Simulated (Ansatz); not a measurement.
TiTe₂ (CdI2 type)

```yaml
crystal:
  lattice:
    - [3.69732, 0.00000, 0.00000]
    - [-1.84866, 3.20197, 0.00000]
    - [0.00000, 0.00000, 6.38398]
  atoms:
    - { symbol: Ti, position: [0.00000, 0.00000, 0.00000] }
    - { symbol: Te, position: [0.33333, 0.66667, 0.27110] }
    - { symbol: Te, position: [0.66667, 0.33333, 0.72890] }
```

The slice is a (-1 1 0 2) plane (indices of the conventional cell) through the point (0.333, 0.667, 0.271) (fractional), spanned by u = [110] and v = [1 -1 1] in vectors of this cell: u (3.70 Å) and v (9.04 Å, at 90° to u). It covers one period; positions are fractions (u, v).

These are PBE-D3(BJ) (plane waves to 420 eV, PAW, scalar-relativistic; Ansatz, a quantum-chemistry and plane-wave program) values and carry that method's errors. k mesh 15×15×8. These are valence fields of a PAW run, semicore shells included where kept as valence: close to a nucleus they are smooth pseudo fields. Spin-orbit coupling is left out, though Te is heavy. TiTe2 is run without spin polarisation. TiTe2 was relaxed with its symmetry unable to fall.

Question: Sketch the electrostatic potential energy of an electron, from the cell's mean on this plane as a map.

Answer: 
```
|xxxxxx0066886600xxxx|
|xxxx00337788773300xx|
|00003377889988773300|
|00224477889988774422|
|xxxx00558888885500xx|
|xxxxxx1166886611xxxx|
|xxxxxx0055775500xxxx|
|xxxxxx0055775500xxxx|
|xxxx00336677663300xx|
|00003366888888663300|
|22336688999999886633|
|00003377889988773300|
|xxxx00448899884400xx|
|xxxxxx1177887711xxxx|
|xxxxxx1177887711xxxx|
|xxxx00448899884400xx|
|00003377999999773300|
|55667799999999997766|
|88889999999999999988|
|66778899999999998877|
|00004477999999774400|
|xxxx00338899883300xx|
|xxxxxx0066886600xxxx|
|xxxxxx0066886600xxxx|
```
Scale: ten equal steps from -2.00 (start of '0') to 6.45 (end of '9'), in the order '0123456789'. Values: electrostatic potential energy of an electron, from the cell's mean, in eV. The map has 10 points along u (two characters each, u = 0 at the left) and 24 along v (v = 0 in the bottom row). Points within 1 Å of a nucleus are blanked (x), as the pseudised field means little there. Values under -2 eV are set to -2. The zero, the cell's mean, hangs on the PAW cores.
